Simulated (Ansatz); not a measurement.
Pt:
```
CELL_PARAMETERS angstrom
      0.00000     1.98495     1.98495
      1.98495     0.00000     1.98495
      1.98495     1.98495     0.00000
ATOMIC_POSITIONS crystal
  Pt 0.00000 0.00000 0.00000
```

Relaxed with PBE. Special points in fractions of this cell's reciprocal vectors: Γ (0.000, 0.000, 0.000); X (0.500, 0.000, 0.500); U (0.625, 0.250, 0.625); K (0.375, 0.375, 0.750); L (0.500, 0.500, 0.500); W (0.500, 0.250, 0.750).

Problem. List the band energies nearest the Fermi level at these points for the program Ansatz at the PBE level (PAW).

Solution. In eV from the Fermi level; about four levels below and three above (degenerate sets whole), none deeper than 8.9 eV; … stands for higher levels left out; points with the same levels are listed once.

```csv
k,below,above
Γ,-3.58 -3.58 -3.58 -1.55 -1.55,…
X,-6.70 -6.27 0.00,0.46 0.46 1.84
U,-5.18 -2.69 -1.24 -0.17,5.60 …
L,-6.97 -3.64 -3.64 -0.34,0.03 0.03 …
W,-5.35 -4.31 -4.31 -1.89,0.46 6.86 …
```

Space group Fm-3m (fcc (Cu type)). The cell was relaxed with PBE under the symmetry of its start. No spin polarisation was allowed. Spin–orbit coupling is left out wherever it is not named.

Potentials: the earlier of the program's two PAW sets.
